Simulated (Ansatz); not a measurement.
## Ansatz 0.2.0, settings compared: SrWI

Input:

```yaml
crystal:
  lattice:
    - [4.600589, 0.0, 0.0]
    - [0.0, 4.600589, 0.0]
    - [0.0, 0.0, 8.893841]
  atoms:
    - { symbol: Sr, position: [0.0, 0.5, 0.2] }
    - { symbol: Sr, position: [0.5, 0.0, 0.8] }
    - { symbol: W, position: [0.0, 0.0, 0.0] }
    - { symbol: W, position: [0.5, 0.5, 0.0] }
    - { symbol: I, position: [0.0, 0.5, 0.7] }
    - { symbol: I, position: [0.5, 0.0, 0.3] }
  symmetry: { tolerance: 0.0003 }
kpoints:
  mp_grid: { grid: [4, 4, 2], shift: [0, 0, 0] }
magnetization:
  spin_polarized: false
scf:
  occupations: { method: fermi_dirac }
hamiltonian:
  pseudopotentials: { kind: paw }
  xc: pbe
basis:
  ecutwfc: 420
output:
  forces: true
  stress: true
  eigenvalues: true
```

The command:

```bash
ansatz run input.yaml --threads 1 --pin off --max-ram 2560MiB --backend cpu --events-out ev --progress --plain --runs-dir out
```

Origin of the cell: a known structure type with other elements, at an estimated volume, so it need not be a known compound.

The smearing width isn't typed, so it takes its default of 0.1 eV.

Output of this run (shortened):

```
SCF iter   1: F=—  HF=-42876.542445 eV  Δρ=5.20e-3  dr2=1.98e-1
SCF iter   2: F=—  HF=-42876.538938 eV  Δρ=3.11e-3  dr2=4.13e-2
SCF iter   3: F=—  HF=-42876.537131 eV  Δρ=2.72e-3  dr2=3.47e-2
SCF iter   4: F=—  HF=-42876.530728 eV  Δρ=8.52e-4  dr2=3.42e-3
SCF iter   5: F=—  HF=-42876.530464 eV  Δρ=2.81e-4  dr2=1.51e-4
SCF iter   6: F=—  HF=-42876.530453 eV  Δρ=9.73e-5  dr2=2.79e-5
SCF iter   7: F=—  HF=-42876.530367 eV  Δρ=3.50e-5  dr2=4.52e-6
SCF iter   8: F=—  HF=-42876.530367 eV  Δρ=2.30e-5  dr2=1.11e-6
SCF iter   9: F=-42876.530367 eV  HF=-42876.530367 eV  Δρ=5.13e-6  dr2=6.12e-8
SCF 1 converged in 9 iterations: F = -42876.530367 eV  dr2 = 6.12e-8
SCF converged after 9 iterations
Free energy (F): -42876.530367 eV
Harris-Foulkes:  -42876.530367 eV  (|F-HF|=5.60e-9)
Internal energy: -42876.159560 eV  (E = F + TS)
E sigma→0 (E₀):  -42876.344963 eV
Entropy (-TS):   -0.370807 eV (-61.801 meV/atom)
Fermi energy:    9.750962 eV
--- Per-component energies (eV) ---
  E_band       = -1326.726438
  E_kinetic    = 1770.174618
  E_local      = -8654.607121  (includes V_loc(G=0)·N_el)
  E_nonlocal   = 234.608184
  E_hartree    = 3770.657669
  E_xc         = -1131.943491
  E_vxc        = -1053.153438  (∫ρ·V_xc dr)
  E_paw        = -32148.345677  (= ΣΔE_a)
  E_vpaw       = -1165.068245  (= ΣTr[D̂ρ^β])
  E_aug_tail   = -0.000116  (compensation charges beyond the density's cutoff)
  E_ewald      = -6716.703625
  E_smearing   = -0.370807  (= −TS)
  Σ components = -42876.530367   (vs F -42876.530367, Δ=0.00e0)
--- Forces (eV/Å), atoms counted from 1 ---
  atom   1  Sr     0.000000     0.000000     4.236901
  atom   2  Sr    -0.000000     0.000000    -4.236901
  atom   3  W      0.000000     0.000000     0.000000
  atom   4  W     -0.000000     0.000000     0.000000
  atom   5  I      0.000000     0.000000    -0.480012
  atom   6  I     -0.000000     0.000000     0.480012
  max |Σ_I F_I| component: 0.00e0 eV/Å
--- Stress (GPa, compression-positive) ---
       -1.084130      -0.000000      -0.000000
       -0.000000      -1.084130      -0.000000
       -0.000000      -0.000000      14.026250
  P = ⅓ Tr σ = 3.9527 GPa (39.527 kbar)
```

The same input was run again with these changes:

1. `hamiltonian.pseudopotentials` { kind: paw } → { kind: nc }; `magnetization` { spin_polarized: false } → { noncollinear: true, spin_orbit: true }; `basis.ecutwfc` 420 → "29.4 Ry"; typed moments: none
2. `scf.mixing.preconditioner` default → none
3. `scf.mixing.algorithm` default → broyden; `scf.mixing.beta` default → 0.7
4. `basis.ecutwfc` 420 → "22.0 Ry"; `hamiltonian.xc` pbe → lda; `scf.occupations.method` fermi_dirac → tetrahedron_uncorrected

```csv
run,end,SCF iterations,P (GPa),max force component (eV/Å),moment (μB),ΔE(σ→0) (meV/atom)
base,converged,9,3.95,4.237,–,0
1,input refused,0,–,–,–,–
2,converged,9,3.95,4.237,–,0.00
3,converged,10,3.95,4.237,–,0.00
4,converged,10,-0.16,3.824,–,–
```

Energies are compared only where functional, datasets, charge and starting cell are the same.

Not properties of the system: run 4 (too coarse or loose: `basis.ecutwfc` = "22.0 Ry").

Caveats of the base run: no moments, though an odd count or open d shells may carry them; no spin-orbit coupling, though heavy elements are present; the k mesh is coarse if the cell is a metal.

Run 4: the cutoff lies below the datasets' advice.

The base run took 8.4 s of wall time on 1 CPU thread(s) of a shared host, from the program's own first density.
